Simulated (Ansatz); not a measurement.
Input, command and steps of an Ansatz relaxation.

```yaml
crystal:
  lattice:
    - [2.9408608175, 2.9386316434, 5.703746478]
    - [-2.9238590343, -2.9366268952, 5.6942432123]
    - [8.7148487421, -5.7882758701, 2.8612463859]
  atoms:
    - { symbol: B, position: [0.0948598512, 0.4980734644, 0.8015574384] }
    - { symbol: B, position: [0.6011251538, 0.9930760715, 0.8057579661] }
    - { symbol: B, position: [0.4047115781, 0.0013658728, 0.1879216675] }
    - { symbol: B, position: [0.7902563122, 0.0041171527, 0.4128364022] }
    - { symbol: B, position: [0.5096414807, 0.4968809497, 0.9891336492] }
    - { symbol: Al, position: [0.3084969568, 0.5019882041, 0.390397543] }
    - { symbol: Al, position: [0.909204984, 0.4997674585, 0.1914792013] }
    - { symbol: Ga, position: [0.2091675089, 0.99574233, 0.5869808302] }
    - { symbol: Ga, position: [0.6954749283, 0.4996919039, 0.6135507277] }
    - { symbol: Sb, position: [0.5937429521, 0.8945343261, 0.6082707033] }
    - { symbol: Sb, position: [0.4504860517, 0.3658287653, 0.8204297356] }
    - { symbol: Sb, position: [0.9630785703, 0.8477870737, 0.7880261517] }
    - { symbol: Sb, position: [0.42223209, 0.8531358529, 0.9967737653] }
    - { symbol: Sb, position: [0.7152000415, 0.8862505237, 0.2469517446] }
    - { symbol: Sb, position: [0.6960949445, 0.3451963265, 0.4024278148] }
    - { symbol: Sb, position: [0.1607312777, 0.901380783, 0.3678265473] }
    - { symbol: Sb, position: [0.0829241889, 0.3840650241, 0.6164204775] }
    - { symbol: Sb, position: [0.8594148723, 0.4040400104, 0.9767371623] }
    - { symbol: Sb, position: [0.317397777, 0.3537712584, 0.1707517191] }
    - { symbol: Tl, position: [0.993988636, 0.9875487305, 0.0135350766] }
  symmetry: { detect: false }
basis:
  ecutwfc: 420
kpoints:
  mp_grid: { grid: [3, 3, 2] }
hamiltonian:
  xc: pbe
scf:
  occupations: { method: gaussian, width: 0.1 }
  lower_state_search: "off"
output:
  forces: true
  stress: true
  eigenvalues: true
relax:
  adjacent_minimum: "off"
  f_tol: 0.04
  max_steps: 25
  cell: { stress_tol: 0.3 }
```

```bash
ansatz run input.yaml --threads 4 --pin off --max-ram 9216MiB --backend cpu --events-out ev --progress --plain --runs-dir out
```

The calculation used DFT PBE, scalar-relativistic, plane waves, PAW in Ansatz 0.2.0.

Of 4 frames 3 are shown, positions in Å and forces in eV/Å; the SCF threshold varies from step to step. Steps run on the plane waves of an earlier cell, with a Pulay correction in the pressure. The basis is chosen afresh for the last frame, the zero of the energies, and at times for earlier ones too; energy and pressure can step there, also at an unchanged geometry. Where two frames share a geometry here, they differ by under 2 meV/atom and 0.3 GPa.

```xyz
20
Lattice="2.9409 2.9386 5.7037 -2.9239 -2.9366 5.6942 8.7148 -5.7883 2.8612" Properties=species:S:1:pos:R:3:forces:R:3 pbc="T T T" step=1 free_energy_over_end_meV_per_atom=0.97 pressure_GPa=-0.17
B     5.8081   -5.8235    5.6707   -0.0116    0.0305    0.1055
B     5.8863   -5.8138   11.3890   -0.0171    0.0112    0.0786
B     2.8239    0.0975    2.8538    0.0053   -0.0303    0.1405
B     5.9098   -0.0794    5.7121   -0.0353    0.0420    0.1481
B     8.6661   -5.6869    8.5664   -0.0099    0.0099    0.2208
Al    2.8418   -2.8273    5.7351   -0.0129   -0.0265    0.0461
Al    2.8813    0.0959    8.5795   -0.0020    0.0084    0.0404
Ga    2.8192   -5.7071    8.5425   -0.0119    0.0247    0.0785
Ga    5.9313   -2.9751    8.5677   -0.0132   -0.0099    0.0828
Sb    4.4316   -4.4030   10.2207   -0.0014   -0.0473   -0.1742
Sb    7.4051   -4.4994    7.0000   -0.0641    0.0261   -0.1192
Sb    7.2210   -4.2208   12.5754    0.0506   -0.0246   -0.0330
Sb    7.4340   -7.0342   10.1183    0.0725    0.0712   -0.1644
Sb    1.6642   -1.9303    9.8324   -0.0742    0.0576   -0.0936
Sb    4.5449   -1.2975    7.0874    0.0413    0.0446   -0.0436
Sb    1.0427   -4.3038    7.1019    0.0205   -0.0874   -0.1026
Sb    4.4929   -4.4522    4.4237   -0.0096    0.0662   -0.0498
Sb    9.8582   -4.3146    9.9973   -0.0133   -0.1490   -0.1197
Sb    1.3871   -1.0945    4.3134    0.0829   -0.0360   -0.1353
Tl    0.1537   -0.0574   11.3315    0.0031    0.0186    0.0942
20
Lattice="2.9006 2.9071 5.7456 -2.8967 -2.9011 5.7406 8.6839 -5.7934 2.8714" Properties=species:S:1:pos:R:3:forces:R:3 pbc="T T T" step=2 free_energy_over_end_meV_per_atom=0.58 pressure_GPa=0.16
B     5.7925   -5.8183    5.7053   -0.0223    0.0167    0.0665
B     5.8637   -5.7961   11.4618    0.0030    0.0191    0.0425
B     2.8058    0.0786    2.8683    0.0431    0.0288    0.0159
B     5.8572   -0.1031    5.7384   -0.0077   -0.0045   -0.0291
B     8.6277   -5.6933    8.6074    0.0089    0.0219   -0.0246
Al    2.8294   -2.8265    5.7880    0.0241    0.0299   -0.0057
Al    2.8559    0.0858    8.6417    0.0057   -0.0377   -0.0235
Ga    2.8140   -5.6850    8.5962   -0.0032   -0.0493   -0.1036
Ga    5.8994   -2.9793    8.6353    0.0173    0.0307   -0.0364
Sb    4.4022   -4.4008   10.2645    0.0452    0.0681    0.1334
Sb    7.3582   -4.4946    7.0312    0.0672   -0.0328   -0.0261
Sb    7.1992   -4.2406   12.6827   -0.0806    0.0329   -0.0562
Sb    7.4332   -6.9981   10.1768   -0.0738   -0.0978    0.0405
Sb    1.6314   -1.8992    9.9095    0.0073   -0.0433    0.0441
Sb    4.5219   -1.2994    7.1429   -0.0403   -0.0491   -0.0278
Sb    1.0445   -4.2942    7.1432    0.0351    0.0397    0.0225
Sb    4.4829   -4.4310    4.4594   -0.0244   -0.0702    0.0120
Sb    9.7914   -4.3607   10.0642    0.0472    0.0999   -0.0037
Sb    1.3940   -1.0998    4.3322   -0.0383    0.0446    0.0231
Tl    0.1431   -0.0518   11.4759   -0.0135   -0.0476   -0.0637
20
Lattice="2.9181 2.9202 5.7231 -2.9088 -2.9153 5.7160 8.7053 -5.7969 2.8643" Properties=species:S:1:pos:R:3:forces:R:3 pbc="T T T" step=4 free_energy_over_end_meV_per_atom=0.00 pressure_GPa=0.00
B     5.8036   -5.8229    5.6911    0.0017    0.0065    0.0193
B     5.8784   -5.8074   11.4229   -0.0002    0.0000    0.0071
B     2.8187    0.0852    2.8632    0.0105    0.0017    0.0227
B     5.8833   -0.0932    5.7250   -0.0044    0.0112    0.0167
B     8.6520   -5.6954    8.5875   -0.0032    0.0023    0.0332
Al    2.8390   -2.8265    5.7593   -0.0034    0.0039   -0.0110
Al    2.8691    0.0864    8.6068    0.0009    0.0000   -0.0018
Ga    2.8210   -5.6988    8.5648    0.0019   -0.0031   -0.0006
Ga    5.9208   -2.9804    8.5968    0.0058   -0.0019   -0.0007
Sb    4.4212   -4.4015   10.2371   -0.0033   -0.0025   -0.0091
Sb    7.3878   -4.5025    7.0076   -0.0066    0.0064    0.0026
Sb    7.2106   -4.2356   12.6226    0.0076   -0.0088    0.0068
Sb    7.4382   -7.0234   10.1406    0.0067    0.0014   -0.0230
Sb    1.6458   -1.9121    9.8701   -0.0085   -0.0023   -0.0071
Sb    4.5355   -1.3019    7.1111    0.0053    0.0002   -0.0033
Sb    1.0517   -4.2991    7.1181   -0.0063   -0.0062   -0.0020
Sb    4.4909   -4.4439    4.4412   -0.0010    0.0013   -0.0116
Sb    9.8282   -4.3450   10.0283   -0.0086   -0.0163   -0.0147
Sb    1.3919   -1.0967    4.3182    0.0093   -0.0045   -0.0097
Tl    0.1422   -0.0571   11.4026   -0.0042    0.0108   -0.0137
```

Time: 85 s on 4 threads of Arm Neoverse V2, with other jobs on the host, peak memory 1.7 GiB.

The k mesh is coarse. Spin–orbit coupling is left out, which can shift energies with elements as heavy as these.